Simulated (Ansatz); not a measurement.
Nb (bcc (W type)), relaxed with PBE (Ansatz, an electronic-structure program, plane waves, PAW): a = b = c = 3.3089 Å, α = β = γ = 90.00°.

**Question.** The same phase is relaxed and computed with PBE+D3(BJ) in the same code. What is the cell now?

**Answer.** a = b = c = 3.2667 Å, α = β = γ = 90.00°.

All cells were relaxed under the symmetry of their starts (and spin orders); stability against distortions was not tested throughout. Rows with no word on spin ran without spin polarisation. Scalar-relativistic: spin–orbit coupling is off unless named, which matters more the heavier the elements.

Potentials: the earlier of the program's two PAW sets.

Ansatz is a plane-wave DFT program.
